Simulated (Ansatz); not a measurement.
Hf₂GaSb₃ in space group P-4m2 (No. 115; Hf on 2g, Ga on 1b, Sb on 2g, Sb on 1a), PBE (plane waves, PAW; program Ansatz), all energies at zero smearing, with the estimated change up to a 700 eV cutoff added, with one set of potentials and settings (totals compare only within such a set). Cell of 6 atoms (2 Hf, 1 Ga, 3 Sb): -54683.823 eV.

| element | reference phase | E (eV/atom) |
|---|---|---|
| Hf | P6_3/mmc, 2 atoms in the cell | -15722.2087 |
| Ga | Cmce, 4 atoms in the cell | -3783.0259 |
| Sb | R-3m, 2 atoms in the cell | -6484.5760 |

Formation energy per atom, worked out: (-54683.823 − 2×(-15722.2087) − 1×(-3783.0259) − 3×(-6484.5760))/6 = -0.442 eV/atom (-43 kJ per mol of atoms), at 0 K, without zero-point energy or fitted corrections.

The workflow started from a Materials Project entry (that database holds measured and hypothetical structures alike); the Crystallography Open Database copy checked does not list it. With Ga and Sb taken as one species the cell has the higher symmetry P4/nmm, so it may be an ordered model of a mixed-site phase. Its standing as an ambient phase is unchecked. The PBE relaxation kept the symmetry of its start; whether a distortion lowers the energy is not shown. No spin polarisation was allowed. The references are the lowest solids computed at this level, not always the standard phases. Scalar-relativistic: spin–orbit coupling is off unless named, which matters more the heavier the elements.

Potentials: the earlier of the program's two PAW sets.
